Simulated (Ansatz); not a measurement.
The start is a relaxed ZrO2 cell shaken by Gaussian noise of σ = 0.08 Å a coordinate. Cell shape, volume and atoms are optimised at zero target pressure with PBE (plane waves to 420 eV, PAW, scalar-relativistic; Ansatz, a program for electronic structure). First-step values are on the input's coarse k-mesh.

Ansatz input (later rounds restart from its end on a renewed k-mesh):
Ansatz 0.2 input:
```yaml
crystal:
  lattice:
    - [6.4229100082, 0, 0]
    - [-3.2114550041, 5.5624032333, 0]
    - [0, 0, 10.4809477302]
  atoms:
    - { symbol: Zr, position: [0.3361719868, 0.6726513545, 0.0715563795] }
    - { symbol: Zr, position: [0.692608959, 0.3636664748, 0.5531669583] }
    - { symbol: Zr, position: [0.6457205368, 0.3140657083, 0.9303284876] }
    - { symbol: Zr, position: [0.3394172042, 0.6718247116, 0.4374954328] }
    - { symbol: O, position: [0.3237209395, 0.6533844352, 0.2435964079] }
    - { symbol: O, position: [0.6654987099, 0.3521272399, 0.75451741] }
    - { symbol: O, position: [0.4999445906, 0.0103331843, 0.0018326736] }
    - { symbol: O, position: [0.520248868, 0.5217322512, 0.4973792649] }
    - { symbol: O, position: [0.9870878574, 0.5058942022, -0.0035434314] }
    - { symbol: O, position: [0.4860954289, -0.0080405866, 0.4980483255] }
    - { symbol: O, position: [0.4882504353, 0.497742049, 0.0114428698] }
    - { symbol: O, position: [0.9998319006, 0.5064669342, 0.4862086255] }
basis: { ecutwfc: 420, ecutrho_ratio: 4, xc_grid: 2, fft_grid_basis: typed }
kpoints: { mp_grid: { grid: [4, 4, 2] } }
hamiltonian:
  xc: pbe
  dispersion: none
  pseudopotentials: { kind: paw }
scf: { occupations: { method: fermi_dirac, width: 0.05 } }
relax: { f_tol: 0.01, max_steps: 100, cell: { stress_tol: 0.02 } }
output: { forces: true, stress: true }
```

Task: By how much does the energy per atom fall from start to end?

Result: 0.14 eV/atom.

Task: Is the parent structure recovered?

Result: It relaxes back to the parent, P6₃/mmc (No. 194).

Task: How do the shortest distances between atoms change?

Result: The closest pairs of elements (up to four, under 3.6 Å), start → end: O–Zr 1.81 → 1.97 Å; O–O 3.02 → 3.21 Å.

Task: Is the relaxed structure metallic? Give its gap.

Result: 4.70 eV, direct at Γ (no spin-orbit coupling).

Final values are on a 5×5×3 k-mesh of the relaxed cell. The start holds a very short contact (Zr–O 1.81 Å). No spin polarisation in the result.

The relaxed structure here is a generated cell of ZrO2: the first start was made by placing the elements on the sites of a structure type, and the end was not matched to a known phase here, so it may be hypothetical. Known forms of ZrO2 include space group No. 14, 137, 225.
